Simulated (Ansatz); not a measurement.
BAs:
```xyz
2
Lattice="0.0000 2.3840 2.3840 2.3840 0.0000 2.3840 2.3840 2.3840 0.0000" Properties=species:S:1:pos:R:3 pbc="T T T"
As     3.5760     3.5760     3.5760
B      0.0000     0.0000     0.0000
```

Tensor components refer to the Cartesian frame of this cell.

Q: Give the proper piezoelectric stress tensor with relaxed ions from PBEsol in the plane-wave PAW code Ansatz.

A: In C/m², rows x, y, z, Voigt columns; mesh uncertainty up to 0.01.
```
0.00  0.00  0.00  0.16  0.00  0.00
0.00  0.00  0.00  0.00  0.16  0.00
0.00  0.00  0.00  0.00  0.00  0.16
```

The elastic tensor of the same run (GPa):

```
 278  71.8  71.8   0.0   0.0   0.0
71.8   278  71.8   0.0   0.0   0.0
71.8  71.8   278   0.0   0.0   0.0
 0.0   0.0   0.0   150   0.0   0.0
 0.0   0.0   0.0   0.0   150   0.0
 0.0   0.0   0.0   0.0   0.0   150
```

Q: Convert to strain constants d = e·S.

A: In pC/N:
```
0.0  0.0  0.0  1.0  0.0  0.0
0.0  0.0  0.0  0.0  1.0  0.0
0.0  0.0  0.0  0.0  0.0  1.0
```

Space group F-43m (zinc blende). Symmetry was held in the PBEsol relaxation.

Potentials: the later of the program's two PAW sets.
